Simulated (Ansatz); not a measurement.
Input file for Ansatz (a quantum-chemistry and plane-wave program):

Ansatz 0.2 input:
```yaml
crystal:
  lattice:
    - [5.0377925376, 0.0, 0.0]
    - [0.0, 5.0745943373, 0.0]
    - [-0.3113380293, 0.0, 5.2086879689]
  atoms:
    - { symbol: Sc, position: [0.2578761249, 0.2232893938, 0.0169345182] }
    - { symbol: Sc, position: [0.7421238751, 0.7232893938, 0.9830654818] }
    - { symbol: Sc, position: [0.2805701651, 0.7469516136, 0.4483272618] }
    - { symbol: Sc, position: [0.7194298349, 0.2469516136, 0.5516727382] }
    - { symbol: F, position: [0.0645317458, 0.3773143742, 0.3723488793] }
    - { symbol: F, position: [0.9354682542, 0.8773143742, 0.6276511207] }
    - { symbol: O, position: [0.0724891266, 0.8897034874, 0.1415365663] }
    - { symbol: O, position: [0.9275108734, 0.3897034874, 0.8584634337] }
    - { symbol: F, position: [0.4402106863, 0.4939516386, 0.7425226539] }
    - { symbol: F, position: [0.5597893137, 0.9939516386, 0.2574773461] }
    - { symbol: O, position: [0.468457555, 0.9947894924, 0.7489812247] }
    - { symbol: O, position: [0.531542445, 0.4947894924, 0.2510187753] }
kpoints:
  mp_grid: { grid: [6, 6, 6] }
hamiltonian:
  xc: r2scan
  pseudopotentials: { kind: paw }
scf:
  occupations: { method: fixed }
checkpoint: { read: static.run }
output: { write_density: true, elf: true, volumetric_format: npy }
basis: { fft_grid_basis: typed }
```

Output (shortened):

```
Pseudopotential: Sc, paw, valence charge 11
Pseudopotential: F, paw, valence charge 7
Pseudopotential: O, paw, valence charge 6
Functional definition: r2SCAN
Crystal: 12 atoms, lattice volume = 133.159 Å³
Basis set: ecut = 500 eV, 3387 PW (Γ), exchange–correlation on 160×160×160 points (64 copies of the dense FFT grid, shifted against one another)
Bands: 60, of which v1, the nominal top of the filled ones, is band 48 counted from 1 (47 counted from 0)
Symmetry: 2 space group operations
Space group: P21 (ITA 4), of the structure as read, at distance tolerance 5.1e-5 Å
k-points: 80 of 216 (time reversal used)
Stability of the state it starts from, as read at its close in the unpolarized treatment …
iter 1 solved again at ethr=9.62e-9 eV; its pass at ethr=3.10e-3 eV (dr2=9.23e-6 eV) is discarded
SCF iter   1: F=—  HF=-14101.471040 eV  |F-HF|=—  |Δ(HF+E_count)|=         —  Δρ=2.84e-7  dr2=8.35e-11  dr2_τ=1.05e-11  ethr=9.62e-9  ⟨swp⟩=3.2  Hψ=29042  notcnv=0  defer=800
preconditioner: auto → Resta (q_TF=auto, 2.583 Å⁻¹)
SCF iter   2: F=-14101.471039 eV  HF=-14101.471039 eV  |F-HF|=7.28e-12  |Δ(HF+E_count)|=   2.10e-7  Δρ=1.75e-7  dr2=2.62e-11  dr2_τ=9.12e-12  ethr=1.00e-12  ⟨swp⟩=10.6  Hψ=18030  notcnv=0
SCF 1 converged in 2 iterations: F = -14101.471039 eV  dr2 = 2.62e-11
SCF converged after 2 iterations
Free energy (F): -14101.471039 eV
Harris-Foulkes:  -14101.471039 eV  (|F-HF|=7.28e-12)
Internal energy: -14101.471039 eV  (E = F + TS)
E sigma→0 (E₀):  -14101.471039 eV
Fermi energy:    7.649999 eV
--- Per-component energies (eV) ---
  E_band       = -768.624980
  E_kinetic    = 2597.248151
  E_local      = -6233.874015  (includes V_loc(G=0)·N_el)
  E_nonlocal   = 787.798793
  E_hartree    = 2177.218598
  E_xc         = -1024.240911
  E_vxc        = -1471.644341  (∫ρ·V_xc dr)
  E_paw        = -5302.477531  (= ΣΔE_a)
  E_vpaw       = -901.509168  (= ΣTr[D̂ρ^β])
  E_aug_tail   = 0.008494  (compensation charges beyond the density's cutoff)
  E_vtau       = 98.909844  (kinetic-family band-sum trace: ∫τ·v_τ [+ j·A + Jᵃ·Aᵃ] dr)
  E_ewald      = -7101.945320
  E_core_change = -1.207297  (= ΣΔE_core)
  E_smearing   =  0.000000  (= −TS)
  E_closure    =  0.000000  (closes the sum)
  Σ components = -14101.471039   (vs F -14101.471039, Δ=0.00e0)
  [band-id]    e_kinetic+e_local+e_nonlocal+2·e_hartree+e_vxc+e_vpaw+e_augmentation_tail+e_vtau = -768.625047   (vs E_band -768.624980, Δ=-6.66e-5)
--- Band table (eV; the first three rows and the last of 80) ---
  k-point 0: bands = ["-41.7536", "-41.7291", "-41.5770", "-41.5606", "-20.0687", "-19.8608", "-19.6620", "-19.5423", "-19.4303", "-19.3175", "-19.2858", "-19.2755", "-19.2706", "-19.1945", "-19.1502", "-19.1384", "-16.6108", "-16.1481", "-15.4743", …
  k-point 1: bands = ["-41.7531", "-41.7292", "-41.5774", "-41.5605", "-20.0386", "-19.8434", "-19.6460", "-19.5410", "-19.4401", "-19.3273", "-19.3086", "-19.2902", "-19.2772", "-19.2201", "-19.1530", "-19.1407", "-16.5637", "-16.1592", "-15.4739", …
  k-point 2: bands = ["-41.7519", "-41.7296", "-41.5783", "-41.5605", "-19.9624", "-19.8069", "-19.6070", "-19.5405", "-19.4830", "-19.3914", "-19.3326", "-19.3112", "-19.2871", "-19.2582", "-19.1584", "-19.1458", "-16.4552", "-16.1973", "-15.4736", …
  k-point 79: bands = ["-41.7401", "-41.7401", "-41.5698", "-41.5698", "-19.9828", "-19.9828", "-19.6399", "-19.6399", "-19.3854", "-19.3854", "-19.2605", "-19.2605", "-19.2094", "-19.2094", "-19.1443", "-19.1443", "-16.3468", "-16.3468", "-15.4585", …
```

Cost: roughly 90 core-seconds on shared cores.

Space group P2_1. The start of the workflow was typed in or built on a structure type; neither database checked (COD, Materials Project) lists it. Whether it is the stable phase at ambient conditions was not checked. The cell was relaxed with r²SCAN under the symmetry of its start; whether a distortion lowers the energy is not shown. The run is not spin-polarised.

Potentials: the later of the program's two PAW sets.

Ansatz is a plane-wave DFT program.
